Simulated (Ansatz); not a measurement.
HfO₂:
```
CELL_PARAMETERS angstrom
      0.00000     2.52923     2.52923
      2.52923     0.00000     2.52923
      2.52923     2.52923     0.00000
ATOMIC_POSITIONS crystal
  Hf 0.00000 0.00000 0.00000
  O  0.25000 0.25000 0.25000
  O  0.75000 0.75000 0.75000
```

Relaxed with r²SCAN. Special points in fractions of this cell's reciprocal vectors: Γ (0.000, 0.000, 0.000); X (0.500, 0.000, 0.500); U (0.625, 0.250, 0.625); K (0.375, 0.375, 0.750); L (0.500, 0.500, 0.500); W (0.500, 0.250, 0.750).

List the band energies nearest the valence-band maximum at these points for DFT-r²SCAN with spin–orbit coupling in the program Ansatz with PAW potentials.

In eV from the valence-band maximum; about four levels below and three above (degenerate sets whole), none deeper than 8.9 eV; points with the same levels are listed once.

```tsv
k	below	above
Γ	-0.60 -0.60 -0.60 -0.60	4.43 4.43 4.43 4.43
X	-1.59 -1.59 0.00 0.00	4.31 4.31 5.99 5.99
U	-1.39 -1.39 -0.35 -0.35	4.81 4.81 5.93 5.93
L	-2.00 -2.00 -1.78 -1.78	4.99 4.99 5.24 5.24
W	-1.46 -1.46 -0.22 -0.22	5.29 5.29 5.68 5.68
```

Space group Fm-3m (fluorite). This is a known high-temperature phase of the composition, computed here at zero pressure and temperature. The r²SCAN relaxation kept the symmetry of its start. At this level the phase is dynamically unstable (imaginary phonons). The run is not spin-polarised.

Potentials: the later of the program's two PAW sets.
